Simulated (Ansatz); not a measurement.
The calculation used DFT PBE, scalar-relativistic, plane waves, PAW (Ansatz). Plane waves to 420 eV, a 16×16×1 mesh through Γ for the 2-atom cell and 0.10 eV Gaussian smearing; collinear spin.

Energies over the elements count from the elements' standard structures at the same level, with no fitted energy shifts.

Question: Give a relaxed trial structure of a two-dimensional metal made of Se and Ti, with a formation energy near −0.33 eV/atom, about 6.5 Å² per atom and a net moment near 0.9 μB per atom, in a cell of 2 atoms. Its symmetry should be p4/mmm (No. 61).

Answer: TiSe, layer group p4/mmm (No. 61). The sheet is periodic along a and b; c holds vacuum. Ti at height 0.00 Å has 4 Se at 2.55 Å; Se at height 0.00 Å has 4 Ti at 2.55 Å.

```yaml
crystal:
  periodic: [true, true, false]
  lattice:
    - [3.60885, 0.00000, 0.00000]
    - [0.00000, 3.60749, 0.00000]
    - [0.00000, 0.00000, 23.80000]
  atoms:
    - { symbol: Ti, position: [0.50000, 0.00000, 0.29412] }
    - { symbol: Se, position: [0.00000, 0.50000, 0.29412] }
```

The area per atom is 6.51 Å² and the thickness between the outermost nuclei is 0.00 Å. The formation energy is −0.33 eV/atom, the gap on the 16×16×1 mesh of the 2-atom cell is 0 eV (a metal) and the net moment per atom is 0.89 μB. The moment by site is Ti 1.3 μB.

The cell was found from a structure generator's guess, not taken from experiment. The answer needn't be unique; the calculation gave this one.

The reference form of Se is held partly by dispersion forces, which this level lacks. The magnetic state reached may not be the lowest. Symmetry constrained the relaxation, so the result can be a saddle point. Site moments count only spheres around the atoms; the net moment includes the space between them.
